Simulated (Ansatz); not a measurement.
ZnS:
Space group F-43m (No. 216); a = b = c = 5.3890 Å, α = β = γ = 90.00°

| atom | site | symmetry | x | y | z |
|---|---|---|---|---|---|
| S | 4c | -43m | 0.2500 | 0.2500 | 0.2500 |
| Zn | 4a | -43m | 0.0000 | 0.0000 | 0.0000 |
(The calculation used a cell of 2 atoms; values per cell refer to that cell.)

Relaxed with r²SCAN.

Task: Tabulate the valence density and the electron localisation function along the shortest S–Zn contact (2.33 Å), DFT-r²SCAN in the program Ansatz with PAW potentials.

Result: 

| distance from S (Å) | density (e/Å³) | ELF |
|---|---|---|
| 0.23 | 0.42 | 0.06 |
| 0.35 | 0.82 | 0.31 |
| 0.47 | 1.12 | 0.64 |
| 0.58 | 1.23 | 0.82 |
| 0.70 | 1.16 | 0.88 |
| 0.82 | 0.98 | 0.90 |
| 0.93 | 0.79 | 0.88 |
| 1.05 | 0.63 | 0.80 |
| 1.17 | 0.52 | 0.58 |
| 1.28 | 0.48 | 0.33 |
| 1.40 | 0.52 | 0.21 |
| 1.52 | 0.69 | 0.16 |
| 1.63 | 1.12 | 0.12 |
| 1.75 | 2.24 | 0.06 |
| 1.87 | 5.33 | 0.02 |
| 1.98 | 12.67 | 0.00 |
| 2.10 | 25.45 | 0.00 |

The density is the valence pseudo-density with augmentation charge, so density and ELF within about 1 Å of a nucleus are not all-electron values.

Symmetry was held in the r²SCAN relaxation.

Potentials: the later of the program's two PAW sets.
